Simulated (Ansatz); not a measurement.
Relaxation of a relaxed Li cell deformed by the Cartesian strain tensor (xx, yy, zz, yz, xz, xy) = (0.075, 0.024, 0.022, -0.055, 0.083, -0.030); 1 atom in the cell, which starts as P-1 (No. 2), aP1; a = 2.8859 Å, b = 2.9813 Å, c = 3.0970 Å, α = 109.13°, β = 103.61°, γ = 106.23°. Level of theory: PBE (plane waves to 420 eV, PAW, scalar-relativistic; Ansatz, a first-principles code). Γ-centred k-mesh 14×12×13 on the run's cell (coarser than for final values), Fermi–Dirac smearing 0.05 eV. This is the first round of the run. 

The optimiser's lines from the output (shortened; P is positive under compression):

```
relax step   1: F+E_penalty+E_count = -204.65637567 eV  Δ(F+E_penalty+E_count) = +0.000e0 eV  max|allowed force component| = 0.000e0 eV/Å  Δτ_max = 0.0000 Å  P = -1.227 GPa  Ω = 22.549 Å³  (5 SCF iters, dr2 threshold 1.00e-7 eV, accepted)
relax step   2: F+E_penalty+E_count = -204.67376061 eV  Δ(F+E_penalty+E_count) = -1.738e-2 eV  max|allowed force component| = 0.000e0 eV/Å  Δτ_max = 0.0000 Å  P = -0.773 GPa  Ω = 21.519 Å³  (3 SCF iters, dr2 threshold 1.00e-7 eV, accepted)
relax step   3: F+E_penalty+E_count = -204.68610376 eV  Δ(F+E_penalty+E_count) = -1.234e-2 eV  max|allowed force component| = 0.000e0 eV/Å  Δτ_max = 0.0000 Å  P = -0.185 GPa  Ω = 20.494 Å³  (3 SCF iters, dr2 threshold 1.00e-7 eV, accepted)
relax step   4: F+E_penalty+E_count = -204.68936194 eV  Δ(F+E_penalty+E_count) = -3.258e-3 eV  max|allowed force component| = 0.000e0 eV/Å  Δτ_max = 0.0000 Å  P = -0.047 GPa  Ω = 20.299 Å³  (3 SCF iters, dr2 threshold 1.00e-7 eV, accepted)
relax step   5: F+E_penalty+E_count = -204.68966093 eV  Δ(F+E_penalty+E_count) = -2.990e-4 eV  max|allowed force component| = 0.000e0 eV/Å  Δτ_max = 0.0000 Å  P = -0.002 GPa  Ω = 20.233 Å³  (3 SCF iters, dr2 threshold 1.00e-7 eV, accepted)
relax step   6: F+E_penalty+E_count = -204.68969524 eV  Δ(F+E_penalty+E_count) = -3.431e-5 eV  max|allowed force component| = 0.000e0 eV/Å  Δτ_max = 0.0000 Å  P = -0.001 GPa  Ω = 20.231 Å³  (3 SCF iters, dr2 threshold 1.18e-8 eV, accepted)
relax step   7: F+E_penalty+E_count = -204.68971176 eV  Δ(F+E_penalty+E_count) = -1.651e-5 eV  max|allowed force component| = 0.000e0 eV/Å  Δτ_max = 0.0000 Å  P = -0.001 GPa  Ω = 20.228 Å³  (3 SCF iters, dr2 threshold 2.83e-9 eV, accepted)
relax step   8: F+E_penalty+E_count = -204.68972349 eV  Δ(F+E_penalty+E_count) = -1.173e-5 eV  max|allowed force component| = 0.000e0 eV/Å  Δτ_max = 0.0000 Å  P = -0.002 GPa  Ω = 20.227 Å³  (3 SCF iters, dr2 threshold 3.51e-9 eV, accepted)
relax step   9: F+E_penalty+E_count = -204.68841450 eV  Δ(F+E_penalty+E_count) = +1.309e-3 eV  max|allowed force component| = 0.000e0 eV/Å  Δτ_max = 0.0000 Å  P = +0.032 GPa  Ω = 20.162 Å³  (4 SCF iters, dr2 threshold 7.79e-9 eV, rejected (line search))
relax step  10: F+E_penalty+E_count = -204.68976119 eV  Δ(F+E_penalty+E_count) = -3.770e-5 eV  max|allowed force component| = 0.000e0 eV/Å  Δτ_max = 0.0000 Å  P = -0.003 GPa  Ω = 20.226 Å³  (5 SCF iters, accepted)
relax step  11: F+E_penalty+E_count = -204.68971244 eV  Δ(F+E_penalty+E_count) = +4.875e-5 eV  max|allowed force component| = 0.000e0 eV/Å  Δτ_max = 0.0000 Å  P = +0.002 GPa  Ω = 20.202 Å³  (4 SCF iters, dr2 threshold 6.52e-9 eV, rejected (line search))
relax step  12: F+E_penalty+E_count = -204.68982311 eV  Δ(F+E_penalty+E_count) = -6.192e-5 eV  max|allowed force component| = 0.000e0 eV/Å  Δτ_max = 0.0000 Å  P = -0.005 GPa  Ω = 20.224 Å³  (6 SCF iters, accepted)
relax step  13: F+E_penalty+E_count = -204.68988987 eV  Δ(F+E_penalty+E_count) = -6.675e-5 eV  max|allowed force component| = 0.000e0 eV/Å  Δτ_max = 0.0000 Å  P = -0.003 GPa  Ω = 20.215 Å³  (3 SCF iters, dr2 threshold 8.13e-9 eV, accepted)
relax step  14: F+E_penalty+E_count = -204.68988904 eV  Δ(F+E_penalty+E_count) = +8.225e-7 eV  max|allowed force component| = 0.000e0 eV/Å  Δτ_max = 0.0000 Å  P = +0.002 GPa  Ω = 20.204 Å³  (3 SCF iters, dr2 threshold 2.84e-9 eV, rejected (line search))
relax step  15: F+E_penalty+E_count = -204.68990079 eV  Δ(F+E_penalty+E_count) = -1.092e-5 eV  max|allowed force component| = 0.000e0 eV/Å  Δτ_max = 0.0000 Å  P = -0.000 GPa  Ω = 20.210 Å³  (4 SCF iters, accepted)
relax step  16: F+E_penalty+E_count = -204.68990233 eV  Δ(F+E_penalty+E_count) = -1.542e-6 eV  max|allowed force component| = 0.000e0 eV/Å  Δτ_max = 0.0000 Å  P = +0.000 GPa  Ω = 20.208 Å³  (3 SCF iters, accepted)
relax step  17: F+E_penalty+E_count = -204.68988334 eV  Δ(F+E_penalty+E_count) = +1.899e-5 eV  max|allowed force component| = 0.000e0 eV/Å  Δτ_max = 0.0000 Å  P = +0.001 GPa  Ω = 20.208 Å³  stress off target by 6.90e-3 GPa  SCF on the basis re-selected at this cell (its energy is not comparable with the rows above)  (4 SCF iters)
```

From the first to the last row the energy changes by -0.03 eV/atom and the volume by -10.4 %. The last row is marked as not comparable with the walk above it, whose basis was carried along; it does compare with step 1, since both stand on a basis selected at the nominal cutoff for their own cell.

Steps 9, 11, 14 were rejected by the optimiser.

Later rounds, restarted from the end of this one on a renewed k-mesh, logged 19 more steps and released under 0.01 eV/atom more. The final structure after all rounds: Im-3m (No. 229), cI2, bcc (W type); a = b = c = 3.4335 Å, α = β = γ = 90.00°. Between re-selections the logged energies stand on a plane-wave basis carried along with the cell. No spin polarisation in the result.

The run could not lose the symmetry of its start.
